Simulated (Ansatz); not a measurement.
InS:
Space group Pnnm (No. 58); a = 4.3773 Å, b = 10.6807 Å, c = 3.9504 Å, α = 90.00°, β = 90.00°, γ = 90.00°

```tsv
atom	site	symmetry	x	y	z
In	4g	..m	0.1201	0.1201	0.0000
S	4g	..m	0.0101	0.6504	0.0000
```

Relaxed with PBEsol. The program Ansatz at the PBEsol level (PAW) gives a gap of 0.81 eV.

What gap does HSE06 give on the same cell (Ansatz, PAW)?

1.60 eV, 0.80 eV more. The hybrid was solved on a coarser mesh and at special points; its gap is the smallest among all of these.

```tsv
k	v1 PBEsol	c1 PBEsol	v1 HSE06	c1 HSE06
Γ	-0.76	1.18	(withheld)	(withheld)
X	-0.46	1.84	(withheld)	(withheld)
Z	-1.01	1.98	-1.00	2.73
U	-1.99	2.08	-2.18	2.89
Y	-1.24	1.20	-1.30	1.96
S	-0.29	1.73	(withheld)	(withheld)
T	-0.96	1.91	-0.97	2.68
R	-1.19	1.09	(withheld)	(withheld)
```

Top valence (v1) and lowest conduction level (c1) in eV from each method's valence maximum (which need not be a listed point): supply the withheld HSE06 values.


- S, v1 HSE06: -0.29
- S, c1 HSE06: 2.58
- Γ, v1 HSE06: -0.75
- Γ, c1 HSE06: 1.96
- X, v1 HSE06: -0.41
- X, c1 HSE06: 2.65
- R, v1 HSE06: -1.33
- R, c1 HSE06: 1.91

Cost on shared cores: the PBEsol run (SCF on a 6×3×7 mesh, then bands and DOS) very roughly 2.1 core-minutes, the HSE06 run (SCF on 4×2×4, then a few points) very roughly 4 core-minutes; the tasks are unlike.

The workflow started from a Materials Project entry (that database holds measured and hypothetical structures alike); the Crystallography Open Database files this formula in space group No. 58, but the cells were not matched. Whether it is the stable phase at ambient conditions was not checked. The PBEsol relaxation kept the symmetry of its start; whether a distortion lowers the energy is not shown. Spin–orbit coupling is left out wherever it is not named.

Potentials: the later of the program's two PAW sets.
